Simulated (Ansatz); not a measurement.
**P — quadrupolar parameters**

The cell is a structure deposited in the COD, its atoms then relaxed with PBE in this cell.

Space group P-1 (No. 2); a = 5.5030, b = 10.8842, c = 11.0238 Å, α = 94.68°, β = 99.83°, γ = 100.55°.

```csv
site,Wyckoff,site symmetry,x,y,z
P1,2i,1,0.0775,0.9909,0.6757
P3,2i,1,0.5856,0.1790,0.5409
P5,2i,1,0.1715,0.0510,0.1895
P7,2i,1,0.7783,0.3781,0.5599
P9,2i,1,0.6905,0.3031,0.0243
P11,2i,1,0.2387,0.0141,0.8756
P13,2i,1,0.5021,0.3179,0.6778
P15,2i,1,0.3733,0.3229,0.4779
P17,2i,1,0.0785,0.3667,0.1301
P19,2i,1,0.0078,0.1457,0.7997
P21,2i,1,0.8028,0.4900,0.1347
P23,2i,1,0.7634,0.3178,0.2288
```

One atom of each set is listed.

Computed with Ansatz: DFT, PBE, plane waves and PAW, scalar-relativistic, 420 eV cutoff, Γ-centred 6×3×3 k-points, Fermi–Dirac smearing 0.02 eV.

C_Q = eQV_zz/h, which is 24.18 MHz for Q = 1 b and V_zz = 10²¹ V/m²; η = (V_xx − V_yy)/V_zz.

```
site  atoms         first shell  V_zz (10²¹ V/m²)     η  C_Q (MHz)
  P1      2       3 P at 2.21 Å              0.45  0.01          –
  P3      2       3 P at 2.21 Å              0.44  0.27          –
  P5      2       3 P at 2.21 Å              0.44  0.56          –
  P7      2       3 P at 2.21 Å              0.44  0.64          –
  P9      2       3 P at 2.21 Å              0.32  0.65          –
 P11      2       3 P at 2.21 Å              0.39  0.70          –
 P13      2  3 P at 2.20–2.21 Å              0.42  0.58          –
 P15      2  3 P at 2.20–2.21 Å              0.30  0.22          –
 P17      2       3 P at 2.21 Å              0.33  0.69          –
 P19      2       3 P at 2.21 Å              0.45  0.68          –
 P21      2       3 P at 2.21 Å              0.45  0.39          –
 P23      2       3 P at 2.21 Å              0.45  0.53          –
```

The structure holds P–P bonds (2.21 Å). At P1, P5, P7, P9, P11 and P21 and others V_zz stands upright on the plane through its three neighbours (within 10°) in each case.

P has no stable isotope with a ground-state quadrupole moment in the table, so no C_Q is given.
